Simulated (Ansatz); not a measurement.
The start is a relaxed MnSi cell, doubled along one cell vector, shaken by Gaussian noise of σ = 0.08 Å a coordinate. The cell and all atomic positions are relaxed at zero pressure with PBEsol (plane waves to 420 eV, PAW, scalar-relativistic; Ansatz, a program for electronic structure). The first steps use a coarse 10×5×7 k-mesh.

Initial structure:
```
CELL_PARAMETERS angstrom
      2.71139     0.00000     0.00000
     -2.71139     4.69627     0.00000
      0.00000     0.00000     3.52340
ATOMIC_POSITIONS crystal
  Mn 0.01910 0.00934 0.99344
  Mn 0.96941 0.48097 0.96551
  Si 0.36812 0.35453 0.48228
  Si 0.30448 0.84256 0.47125
```

Q: What pressure does the first self-consistent step give?

A: +3 GPa (positive: the cell is compressed).

Q: Does it find its way back to the structure it was made from?

A: The parent structure is recovered, P-6m2 (No. 187).

Q: How do the shortest distances between atoms change?

A: The closest pairs of elements (up to four, under 3.6 Å), start → end: Mn–Si 2.22 → 2.36 Å; Mn–Mn 2.57 → 2.71 Å; Si–Si 2.59 → 2.71 Å.

Relaxed structure:

Space group P-6m2 (No. 187); a = b = 2.711 Å, c = 3.523 Å, α = β = 90.00°, γ = 120.00°

```tsv
atom	site	symmetry	x	y	z
Mn	1f	-6m2	0.6667	0.3333	0.5000
Si	1a	-6m2	0.0000	0.0000	0.0000
```

Final values are on a 20×20×13 k-mesh of the relaxed cell. No spin polarisation in the result. The relaxed primitive cell holds an odd number of electrons. A magnetic state may lie lower.

The relaxed structure here is a generated cell of MnSi: the first start was made by placing the elements on the sites of a structure type, and the end was not matched to a known phase here, so it may be hypothetical. Known forms of MnSi include space group No. 198.
